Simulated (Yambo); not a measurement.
G0W0@PBEsol for TiO$_{2}$ (space group P1, No. 1, within 0.06 Å of C2/m) in Yambo. Reference settings: 4×4×2 Γ-centred k mesh, bands 4 to 161 and a 7 Ry block in the screening, 161 bands in G with the Bruneval-Gonze terminator, plasmon pole fitted at 27.2 eV. The PBEsol gap Γ → Γ on this mesh is 2.32 eV; G0W0 gaps are taken between the same points.

The settings were changed. The gap went from 3.86 eV to 4.31 eV, and the shift of the valence edge from -0.15 eV to -0.19 eV.

Problem. Which change was made?
A) no random integration
B) 73 bands in W, 73 bands in G
C) 111 bands in G, no terminator
D) 3 Ry block

Solution. D, 3 Ry block. The others gave (gap, valence shift): 73 bands in W, 73 bands in G: 3.88, 0.03 eV; 111 bands in G, no terminator: 4.01, 0.23 eV; no random integration: 3.85, -0.07 eV.

Geometry of the Materials Project entry, not relaxed at this level; primitive cell a = 2.968 Å, b = 4.708 Å, c = 7.241 Å, α = 88.08°, β = 78.18°, γ = 90.00°.

This is not the ordinary phase of the substance; no match was found in the copy of COD used, and its stability was not checked.

A shift is the quasiparticle energy of the state minus its PBEsol energy.
